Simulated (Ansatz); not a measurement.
# KCl: levels along high-symmetry lines

```xyz
2
Lattice="0.0000 3.1895 3.1895 3.1895 0.0000 3.1895 3.1895 3.1895 0.0000" Properties=species:S:1:pos:R:3 pbc="T T T"
K     0.0000    0.0000    0.0000
Cl    3.1895    3.1895    3.1895
```

Atom numbers follow the list: K1, Cl2.

The cell was built from the rocksalt type and relaxed in the same program, and has space group Fm-3m; it needn't be a known or the stable phase.

Theory: DFT, PBE, all-electron LAPW, scalar-relativistic (Ansatz 0.2.0).

Numerical set-up: a Γ-centred 13×13×13 k mesh, Fermi–Dirac smearing of 0.05 eV, basis error target 0.25 meV/atom, no spin polarisation.

Points in fractions of the reciprocal vectors of this cell: Γ (0, 0, 0), X (0.5, 0, 0.5), U (0.625, 0.25, 0.625), K (0.375, 0.375, 0.75), L (0.5, 0.5, 0.5), W (0.5, 0.25, 0.75). The path joins them by straight lines in the order Γ–X–U–K–Γ–L–W–X; legs that retrace an earlier one aren't tabulated. Energies are in eV from the top of the valence band.

(1) List the levels at U between -14 and 8 eV.

(2) List the levels at L between -14 and 8 eV.

(3) List the levels at X between -14 and 8 eV.

(4) What is the band gap?

Answers

(1) -12.08, -10.85, -10.79, -10.70, -0.54, -0.51, -0.27, 7.25.

(2) -12.24, -10.76 (×2), -10.53, -0.98, -0.29 (×2), 7.46.

(3) -11.98, -10.87, -10.80 (×2), -0.63, -0.21 (×2), 6.56.

(4) 5.05 eV, direct at Γ.
